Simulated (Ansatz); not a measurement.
SiBCN:
```
CELL_PARAMETERS angstrom
      2.86167     0.00000     0.00000
     -1.43084     2.47828     0.00000
      0.00000     0.00000     4.63498
ATOMIC_POSITIONS crystal
  B  0.33333 0.66667 0.49141
  Si 0.66667 0.33333 0.00172
  C  0.33333 0.66667 0.14590
  N  0.66667 0.33333 0.61096
```

Relaxed with PBEsol. Special points in fractions of this cell's reciprocal vectors: Γ (0.000, 0.000, 0.000); M (0.500, 0.000, 0.000); K (0.333, 0.333, 0.000); A (0.000, 0.000, 0.500); L (0.500, 0.000, 0.500); H (0.333, 0.333, 0.500).

Problem. List the band energies nearest the valence-band maximum at these points for PBEsol (plane waves, PAW; program Ansatz).

Solution. In eV from the valence-band maximum; about four levels below and three above (degenerate sets whole), none deeper than 8.9 eV; points with the same levels are listed once.

| k | below | above |
|---|---|---|
| Γ | -2.77 -2.77 -1.10 0.00 0.00 | 3.71 6.41 6.41 |
| M | -6.73 -4.82 -4.41 -1.47 | 3.27 4.64 7.35 |
| K | -6.60 -5.71 -4.90 -4.64 | 2.40 8.73 8.80 |
| A | -2.59 -2.59 -0.31 -0.31 | 4.30 6.60 6.63 6.63 |
| L | -4.44 -3.71 -3.17 -2.29 | 2.81 4.50 6.19 |
| H | -7.22 -6.42 -2.91 -2.73 | 5.50 5.74 6.70 |

Space group P3m1. The start of the workflow was typed in or built on a structure type; neither database checked (COD, Materials Project) lists it. Whether it is the stable phase at ambient conditions was not checked. Symmetry was held in the PBEsol relaxation; its stability against distortions is not shown here. The volume moved by -19 % from the start of the relaxation.

Potentials: the earlier of the program's two PAW sets. The files were generated under PBE; for other functionals the program regenerates the frozen cores, and for LDA and PBEsol the local potential too.
